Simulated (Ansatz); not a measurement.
# CsCl-type YSe

Computed with Ansatz (plane waves, PAW, 420 eV cutoff): PBEsol, scalar-relativistic, no spin polarisation, Γ-centred 10×10×10 mesh, 0.05 eV Gaussian smearing. The datasets are Ansatz's generated set soft_2.

```
Y Se
1.0
     3.49814    0.00000    0.00000
     0.00000    3.49814    0.00000
     0.00000    0.00000    3.49814
Y Se
1 1
Cartesian
  0.0000 0.0000 0.0000
  1.7491 1.7491 1.7491
```

This is a trial structure; measured cells of the compound in the Crystallography Open Database are in space group Fm-3m (rock salt).

The cell has space group Pm-3m (read at 0.01 Å). In it the stress is -0.01, -0.01, -0.01, 0.00, 0.00, 0.00 GPa and the largest force component 0.000 eV/Å. Each change below starts from this cell, without further relaxation. Stress is in GPa, positive in compression, in the order xx, yy, zz, yz, xz, xy; energies are counted from the cell above and are free energies with the smearing's entropy, which match forces and stress in a metal.

What happens when atom 1 (Y) is moved by 0.08 Å along y?

The energy changes by 10.1 meV per cell, and the force on it along the shift is -0.254 eV/Å (−F/u = 3.17 eV/Å²). Stress: 0.19, 0.13, 0.19, 0.00, 0.00, 0.00.
```tsv
atom	Fx (eV/Å)	Fy	Fz
Y1	0.000	-0.254	0.000
Se2	0.000	0.254	0.000
```
In a harmonic crystal the energy would rise by −½F·u = ½ × 3.17 × 0.08² eV = 10.2 meV, which matches.

What stress follows from an engineering strain of -2 % in xz, atoms carried along?

-0.01, 0.14, -0.01, 0.00, 0.65, 0.00 GPa; the energy changes by 1.7 meV per cell.
The change of the stress over the strain gives a clamped-atom stiffness of about 33 GPa for this component.
In a harmonic crystal the energy would rise by V(½Cε² − σ₀ε), with σ₀ the stress of the unstrained cell, = 1.7 meV, which matches.

The cell is a metal with an odd number of electrons, and spin polarisation wasn't tried.
